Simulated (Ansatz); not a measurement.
TiOs:
```
CELL_PARAMETERS angstrom
      3.06169     0.00000     0.00000
      0.00000     3.06169     0.00000
      0.00000     0.00000     3.06169
ATOMIC_POSITIONS crystal
  Ti 0.50000 0.50000 0.50000
  Os 0.00000 0.00000 0.00000
```

Relaxed with PBEsol. Special points in fractions of this cell's reciprocal vectors: Γ (0.000, 0.000, 0.000); X (0.000, 0.500, 0.000); M (0.500, 0.500, 0.000); R (0.500, 0.500, 0.500).

**Question.** List the band energies nearest the Fermi level at these points for PBEsol with spin–orbit coupling (plane waves, PAW; program Ansatz).

**Answer.** In eV from the Fermi level; about four levels below and three above (degenerate sets whole), none deeper than 8.9 eV; points with the same levels are listed once.

```tsv
k	below	above
Γ	-1.57 -1.57 -1.57 -1.57 -1.08 -1.08	1.87 1.87 1.87 1.87
X	-0.99 -0.99 -0.05 -0.05	0.53 0.53 0.71 0.71
M	-3.43 -3.43 -3.18 -3.18	0.34 0.34 1.12 1.12
R	-1.38 -1.38 -1.38 -1.38	1.36 1.36 1.36 1.36
```

Space group Pm-3m (CsCl type). The workflow started from a Materials Project entry (that database holds measured and hypothetical structures alike); the Crystallography Open Database files this formula in space group No. 221, but the cells were not matched. Whether it is the stable phase at ambient conditions was not checked. The cell was relaxed with PBEsol under the symmetry of its start; of distortions, only those at the zone centre were tested. No spin polarisation was allowed.

Potentials: the later of the program's two PAW sets.
